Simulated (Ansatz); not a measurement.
Input file for Ansatz (an electronic-structure program):

Ansatz 0.2 input:
```yaml
crystal:
  lattice:
    - [2.0513323296, 1.1843372727, 7.6252206366]
    - [-2.0513323296, 1.1843372727, 7.6252206366]
    - [0.0, -2.3686745454, 7.6252206366]
  atoms:
    - { symbol: Ba, position: [0.2310375947, 0.2310375947, 0.2310375947] }
    - { symbol: Ba, position: [0.7689624053, 0.7689624053, 0.7689624053] }
    - { symbol: N, position: [0.5, 0.5, 0.5] }
    - { symbol: Cl, position: [0.0, 0.0, 0.0] }
kpoints:
  mp_grid: { grid: [8, 8, 8] }
hamiltonian:
  xc: r2scan
  pseudopotentials: { kind: paw }
scf:
  occupations: { method: fixed }
checkpoint: { read: static.run }
output: { bader: true, populations: true }
```

Output (shortened):

```
basis.fft_grid_basis auto: the FFT boxes are laid along the combinations [[1, 0, -1], [0, 1, -1], [0, 0, 1]] of the cell's own vectors, 4.103, 4.103 and 7.985 …
Pseudopotentials: kind: paw
Pseudopotential: Ba, paw, valence charge 10
Pseudopotential: N, paw, valence charge 5
Pseudopotential: Cl, paw, valence charge 7
Functional definition: r2SCAN
Crystal: 4 atoms, lattice volume = 111.151 Å³
Basis set: ecut = 500 eV, 2829 PW (Γ), FFT grids on a1−a3, a2−a3, a3, exchange–correlation on 120×120×240 points (64 copies of the dense FFT grid, shifted against one another)
Bands: 20, of which v1, the nominal top of the filled ones, is band 16 counted from 1 (15 counted from 0)
Symmetry: 12 space group operations
Space group: R-3m (ITA 166), of the structure as read, at distance tolerance 4.8e-5 Å
k-points: 65 of 512
PAW frozen core: Ba, regenerated for the run's functional
PAW frozen core: N, regenerated for the run's functional
PAW frozen core: Cl, regenerated for the run's functional
Initial density: read from a saved state, or passed on in memory by an earlier SCF of this step, an earlier step, the calling program or the single point that …
Stability of the state it starts from, as read at its close in the unpolarized treatment …
Initial wavefunctions: pseudopotential atomic-orbital guess
Eigensolver: davidson
Functional: x = r2scan, c = r2scan; τ floored in thin density (d = 2e-4 eV/Å³)
iter 1 solved again at ethr=1.13e-6 eV; its pass at ethr=3.10e-3 eV (dr2=3.63e-4 eV) is discarded
SCF iter   1: F=—  HF=-13403.623941 eV  |F-HF|=—  |Δ(HF+E_count)|=         —  Δρ=2.61e-6  dr2=1.28e-8  dr2_τ=6.49e-10  ethr=1.13e-6  ⟨swp⟩=2.9  Hψ=9157  notcnv=0  defer=130
all-band conjugate gradients solve this SCF's bands
preconditioner: auto → Resta (q_TF=auto, 2.217 Å⁻¹)
SCF iter   2: F=—  HF=-13403.623942 eV  |F-HF|=—  |Δ(HF+E_count)|=   7.85e-7  Δρ=2.32e-6  dr2=1.00e-8  dr2_τ=1.37e-9  ethr=4.01e-11  ⟨swp⟩=8.4  Hψ=7678  notcnv=0
SCF iter   3: F=-13403.623942 eV  HF=-13403.623942 eV  |F-HF|=1.40e-9  |Δ(HF+E_count)|=   1.66e-9  Δρ=9.27e-7  dr2=1.73e-9  dr2_τ=1.16e-10  ethr=3.14e-11  ⟨swp⟩=1.0  Hψ=3043  notcnv=0
SCF 1 converged in 3 iterations: F = -13403.623942 eV  dr2 = 1.73e-9
SCF converged after 3 iterations
Free energy (F): -13403.623942 eV
Harris-Foulkes:  -13403.623942 eV  (|F-HF|=1.40e-9)
Internal energy: -13403.623942 eV  (E = F + TS)
E sigma→0 (E₀):  -13403.623942 eV
Fermi energy:    7.914632 eV
--- Per-component energies (eV) ---
  E_band       = -98.229155
  E_kinetic    = 628.511469
  E_local      = -1008.128650  (includes V_loc(G=0)·N_el)
  E_nonlocal   = 185.245266
  E_hartree    = 335.659401
  E_xc         = -480.024052
  E_vxc        = -517.471856  (∫ρ·V_xc dr)
  E_paw        = -11297.820763  (= ΣΔE_a)
  E_vpaw       = -84.401574  (= ΣTr[D̂ρ^β])
  E_aug_tail   = 0.000052  (compensation charges beyond the density's cutoff)
  E_vtau       = 26.696957  (kinetic-family band-sum trace: ∫τ·v_τ [+ j·A + Jᵃ·Aᵃ] dr)
  E_ewald      = -1767.041526
  E_core_change = -0.025140  (= ΣΔE_core)
  E_smearing   =  0.000000  (= −TS)
  E_closure    = 0.000000  (closes the sum)
  Σ components = -13403.623942   (vs F -13403.623942, Δ=0.00e0)
  [band-id]    e_kinetic+e_local+e_nonlocal+2·e_hartree+e_vxc+e_vpaw+e_augmentation_tail+e_vtau = -98.229534   (vs E_band -98.229155, Δ=-3.79e-4)
--- Band table (eV; the first three rows and the last of 65) ---
  k-point 0: bands = ["-20.0154", "-19.8463", "-9.1641", "-5.8708", "-4.4910", "-4.4828", "-4.4828", "-4.3663", "-4.3663", "-2.6439", "3.0146", "3.7200", "3.7200", "6.7388", "7.2553", "7.2553", "10.1189", "10.9292", "11.5489", "11.5489"]
  k-point 1: bands = ["-19.9957", "-19.8385", "-9.1373", "-5.9112", "-4.7081", "-4.5355", "-4.4436", "-4.4258", "-4.3757", "-2.6135", "3.0373", "3.5707", "3.6922", "6.8751", "7.1889", "7.3078", "10.5662", "10.8730", "11.2902", "11.8599"]
  k-point 2: bands = ["-19.9456", "-19.8215", "-9.0761", "-6.0057", "-5.0682", "-4.6441", "-4.5746", "-4.4463", "-4.4142", "-2.5856", "3.0420", "3.2220", "3.6237", "7.0437", "7.4198", "7.4492", "10.1747", "11.4652", "11.6536", "11.9288"]
  k-point 64: bands = ["-20.0093", "-19.8528", "-9.1409", "-6.0236", "-4.4845", "-4.4845", "-4.3647", "-4.3647", "-4.2750", "-2.7264", "3.0200", "3.7316", "3.7316", "6.5197", "7.1843", "7.1843", "10.7933", "11.1605", "11.8095", "11.8813"]
  band table: 20 of 20 bands, residual norms ≤ 1.0e-3 eV
--- Löwdin populations: 4 sites ---
  site symbol       q [e]
     0     Ba      8.3501
     1     Ba      8.3501
     2      N      6.7680
     3     Cl      7.7280
  spilling = 0.025116 (of n_electrons = 32.000000)
--- Bader charges: 4 sites ---
  site symbol  charge [e]  shift [e]
     0     Ba      1.3634     0.0000
     1     Ba      1.3634     0.0000
     2      N     -1.8740     0.0000
     3     Cl     -0.8529     0.0000
  shift: an alarm, by how much a part of what the PAW files miss would move the charge. Where it is large, compare
  with a run on PAW files of another source; a small one proves nothing
  estimated error of the sums over rays = 2.3e-4 e
```

Cost: about 40 core-seconds (a rough figure) on shared cores.

The first step of the workflow began from a Materials Project structure, measured or hypothetical; the Crystallography Open Database copy checked does not list it. Its standing as an ambient phase is unchecked. The r²SCAN relaxation kept the symmetry of its start; its stability against distortions is not shown here. Scalar-relativistic: spin–orbit coupling is off unless named, which matters more the heavier the elements.

Potentials: the later of the program's two PAW sets.

Ansatz is a plane-wave DFT program.
